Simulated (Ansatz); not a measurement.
TiC in space group Pm-3m (No. 221; Ti on 3c, C on 3d) at seven volumes, plane-wave PAW PBEsol (Ansatz code), scaled uniformly. One row is withheld.

| V (Å³/atom) | P (GPa) |
|---|---|
| 11.347 | 20.40 |
| 11.722 | 12.57 |
| 12.096 | ? |
| 12.470 | 0.01 |
| 12.844 | -5.04 |
| 13.218 | -9.39 |
| 13.592 | -13.15 |

**Question.** Fit the shown pressures and predict the withheld one.

**Answer.** Third-order Birch–Murnaghan: P = (3/2)B₀(x^(7/2) − x^(5/2))[1 + (3/4)(B′ − 4)(x − 1)] with x = (V₀/V)^(2/3). Least squares on the six rows gives V₀ = 12.470 Å³/atom, B₀ = 180.3 GPa, B′ = 3.85. At V = 12.096, x = 1.0205 and P = 5.82 GPa. The run itself gave 5.84 GPa.

The start of the workflow was typed in or built on a structure type; neither database checked (COD, Materials Project) lists it. It is not the phase usual at ambient conditions (space group No. 225). The PBEsol relaxation kept the symmetry of its start; its stability against distortions is not shown here. No spin polarisation was allowed. Its formation energy is positive at this level, so the cell may be metastable or incomplete.

Potentials: the earlier of the program's two PAW sets. The files were generated under PBE; for other functionals the program regenerates the frozen cores, and for LDA and PBEsol the local potential too.
